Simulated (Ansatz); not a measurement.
K₂ScAgF₆: zone-centre modes

The calculation used DFT PBEsol, scalar-relativistic, plane waves, PAW (Ansatz). Settings: plane waves to 420 eV, k-mesh 6×6×6 (Γ-centred), Gaussian smearing 0.05 eV. No spin polarisation.

The undisturbed cell (relaxed at this level; it needn't be the usual structure):

```
K Sc Ag F
1.0
     0.00000    4.36435    4.36435
     4.36435    0.00000    4.36435
     4.36435    4.36435    0.00000
K Sc Ag F
2 1 1 6
Direct
  0.25000 0.25000 0.25000
  0.75000 0.75000 0.75000
  0.00000 0.00000 0.00000
  0.50000 0.50000 0.50000
  0.22902 0.22902 0.77098
  0.22902 0.77098 0.77098
  0.77098 0.77098 0.22902
  0.22902 0.77098 0.22902
  0.77098 0.22902 0.77098
  0.77098 0.22902 0.22902
```

Harmonic modes by finite displacements of 0.02 Å, without the LO–TO term.

(1) At this geometry, is the structure stable against these modes?

(2) List the wavenumbers in cm⁻¹.

Results:

(1) No: 6 modes are unstable, the strongest at 95i cm⁻¹.

(2) 95i, 95i, 95i, 28i, 28i, 28i, 0, 0, 0, 42, 42, 42, 71, 71, 71, 106, 106, 106, 207, 207, 207, 254, 254, 254, 386, 386, 471, 471, 471, 540.

Cost: 1 run of about 3.2 core-minutes, on Arm Neoverse V1 (shared hosts).